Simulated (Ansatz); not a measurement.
Geometry optimisation in Ansatz: input, command and trajectory.

```yaml
crystal:
  lattice:
    - [3.0679901564, 0.0, 0.0]
    - [-1.5339950782, 2.656957414, 0.0]
    - [0.0, 0.0, 13.7715238559]
  atoms:
    - { symbol: Ti, position: [0.3333333333, 0.6666666667, 0.0832777513] }
    - { symbol: Ti, position: [0.6666666667, 0.3333333333, 0.5832777513] }
    - { symbol: Ti, position: [0.6666666667, 0.3333333333, 0.9167222487] }
    - { symbol: Ti, position: [0.3333333333, 0.6666666667, 0.4167222487] }
    - { symbol: Al, position: [0.3333333333, 0.6666666667, 0.75] }
    - { symbol: Al, position: [0.6666666667, 0.3333333333, 0.25] }
    - { symbol: C, position: [0.0, 0.0, 0.0] }
    - { symbol: C, position: [0.0, 0.0, 0.5] }
basis:
  ecutwfc: 420
kpoints:
  mp_grid: { grid: [12, 12, 4] }
hamiltonian:
  xc: pbesol
scf:
  occupations: { method: gaussian, width: 0.1 }
output:
  forces: true
  stress: true
  eigenvalues: true
relax:
  adjacent_minimum: "off"
  f_tol: 0.01
  max_steps: 30
  cell: { stress_tol: 0.1, fix: [volume] }
```

```bash
ansatz run input.yaml --threads 2 --pin off --max-ram 5120MiB --backend cpu --events-out ev --progress --plain --runs-dir out
```

Method: DFT PBEsol, scalar-relativistic, plane waves, PAW in Ansatz 0.2.0.

The volume is held at 1.03 times that of the relaxed cell.

Of 5 frames 4 are shown, positions in Å and forces in eV/Å; the SCF threshold varies from step to step. Steps run on the plane waves of an earlier cell, with a Pulay correction in the pressure. The basis is chosen afresh for the last frame, the zero of the energies, and at times for earlier ones too; energy and pressure step there, also at an unchanged geometry.

```xyz
8
Lattice="3.0680 0.0000 0.0000 -1.5340 2.6570 0.0000 0.0000 0.0000 13.7715" Properties=species:S:1:pos:R:3:forces:R:3 pbc="T T T" step=1 free_energy_over_end_meV_per_atom=0.94 pressure_GPa=-4.77
Ti    0.0000    1.7713    1.1469    0.0000    0.0000   -0.2877
Ti    1.5340    0.8857    8.0326    0.0000    0.0000   -0.2877
Ti    1.5340    0.8857   12.6247    0.0000    0.0000    0.2877
Ti    0.0000    1.7713    5.7389    0.0000    0.0000    0.2877
Al    0.0000    1.7713   10.3286    0.0000    0.0000    0.0000
Al    1.5340    0.8857    3.4429    0.0000    0.0000    0.0000
C     0.0000    0.0000    0.0000    0.0000    0.0000    0.0000
C     0.0000    0.0000    6.8858    0.0000    0.0000    0.0000
8
Lattice="3.0688 0.0000 0.0000 -1.5344 2.6576 0.0000 0.0000 0.0000 13.7646" Properties=species:S:1:pos:R:3:forces:R:3 pbc="T T T" step=2 free_energy_over_end_meV_per_atom=0.08 pressure_GPa=-3.93
Ti    0.0000    1.7718    1.1313    0.0000    0.0000    0.0582
Ti    1.5344    0.8859    8.0136    0.0000    0.0000    0.0582
Ti    1.5344    0.8859   12.6333    0.0000    0.0000   -0.0582
Ti    0.0000    1.7718    5.7510    0.0000    0.0000   -0.0582
Al    0.0000    1.7718   10.3234    0.0000    0.0000    0.0000
Al    1.5344    0.8859    3.4411    0.0000    0.0000    0.0000
C     0.0000    0.0000    0.0000    0.0000    0.0000    0.0000
C     0.0000    0.0000    6.8823    0.0000    0.0000    0.0000
8
Lattice="3.0645 0.0000 0.0000 -1.5322 2.6539 0.0000 0.0000 0.0000 13.8029" Properties=species:S:1:pos:R:3:forces:R:3 pbc="T T T" step=3 free_energy_over_end_meV_per_atom=0.02 pressure_GPa=-4.03
Ti    0.0000    1.7693    1.1358    0.0000    0.0000    0.0016
Ti    1.5322    0.8846    8.0373    0.0000    0.0000    0.0016
Ti    1.5322    0.8846   12.6671    0.0000    0.0000   -0.0016
Ti    0.0000    1.7693    5.7657    0.0000    0.0000   -0.0016
Al    0.0000    1.7693   10.3522    0.0000    0.0000    0.0000
Al    1.5322    0.8846    3.4507    0.0000    0.0000    0.0000
C     0.0000    0.0000    0.0000    0.0000    0.0000    0.0000
C     0.0000    0.0000    6.9015    0.0000    0.0000    0.0000
8
Lattice="3.0663 0.0000 0.0000 -1.5331 2.6555 0.0000 0.0000 0.0000 13.7871" Properties=species:S:1:pos:R:3:forces:R:3 pbc="T T T" step=5 free_energy_over_end_meV_per_atom=0.00 pressure_GPa=-4.05
Ti    0.0000    1.7703    1.1351    0.0000    0.0000   -0.0014
Ti    1.5331    0.8852    8.0286    0.0000    0.0000   -0.0014
Ti    1.5331    0.8852   12.6521    0.0000    0.0000    0.0014
Ti    0.0000    1.7703    5.7585    0.0000    0.0000    0.0014
Al    0.0000    1.7703   10.3404    0.0000    0.0000    0.0000
Al    1.5331    0.8852    3.4468    0.0000    0.0000    0.0000
C     0.0000    0.0000    0.0000    0.0000    0.0000    0.0000
C     0.0000    0.0000    6.8936    0.0000    0.0000    0.0000
```

Time: 25 s on 2 threads of Intel(R) Xeon(R) 6975P-C (Granite Rapids), on a shared host, peak memory 0.59 GiB.